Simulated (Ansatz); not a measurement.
This guess for Al5GaP6 is about to be relaxed.

Space group P3m1 (No. 156). a = 3.699 Å, b = 3.699 Å, c = 18.295 Å, α = 90.00°, β = 90.00°, γ = 120.00°
| atom | site | symmetry | x | y | z |
| --- | --- | --- | --- | --- | --- |
| Al | 1c | 3m. | 0.6667 | 0.3333 | 0.1667 |
| Al | 1c | 3m. | 0.6667 | 0.3333 | 0.5000 |
| Al | 1c | 3m. | 0.6667 | 0.3333 | 0.8334 |
| Al | 1b | 3m. | 0.3333 | 0.6667 | 0.0000 |
| Al | 1b | 3m. | 0.3333 | 0.6667 | 0.6667 |
| Ga | 1b | 3m. | 0.3333 | 0.6667 | 0.3334 |
| P | 1c | 3m. | 0.6667 | 0.3333 | 0.2913 |
| P | 1c | 3m. | 0.6667 | 0.3333 | 0.6246 |
| P | 1c | 3m. | 0.6667 | 0.3333 | 0.9580 |
| P | 1b | 3m. | 0.3333 | 0.6667 | 0.1246 |
| P | 1b | 3m. | 0.3333 | 0.6667 | 0.4580 |
| P | 1b | 3m. | 0.3333 | 0.6667 | 0.7913 |

Computed with DFT PBE, scalar-relativistic, plane waves, PAW (Ansatz 0.2.0). Cutoff 420 eV, Gaussian smearing, Γ-centred meshes. Cell and atoms relax first on a coarse mesh and then on a converged one. In between, the cell is made exact in the group found at 0.06 Å. The steps can't lower the symmetry of their start. No spin polarisation.

A guess keeps its type if space group and coordination stay and the shape of the cell changes little (axis ratios within about 15 %, angles within 6°); the volume may change.

Problem. Will the relaxed cell still be of the starting type?

Solution. It keeps its type. The symmetry stays P3m1 (No. 156). The volume per atom grows by 15.5 %, from 18.1 to 20.9 Å³. The shortest distance goes from 2.27 Å (Al–P and Ga–P) to 2.38 Å (Al–P). The ratio c/a of the conventional cell changes by a factor of 1.00. Counting neighbours within 15 % of an atom's shortest distance, the start has Al 4, Ga 4, P 4 and the end Al 4, Ga 4, P 4.

The zero of energy is the elements' standard structures at the same level; no fitted shifts are applied. The references include black phosphorus.

Problem. At what energy does it end?

Solution. −0.594 eV/atom. Whether it is stable depends on the other phases of the system, which aren't compared here.

The last run used a 12×12×2 mesh (in the run's order of axes) for its 12-atom cell and Gaussian smearing of 0.02 eV. The reference form of P is held partly by dispersion forces, which this level lacks. Symmetry constrained the relaxation, so the result can be a saddle point.
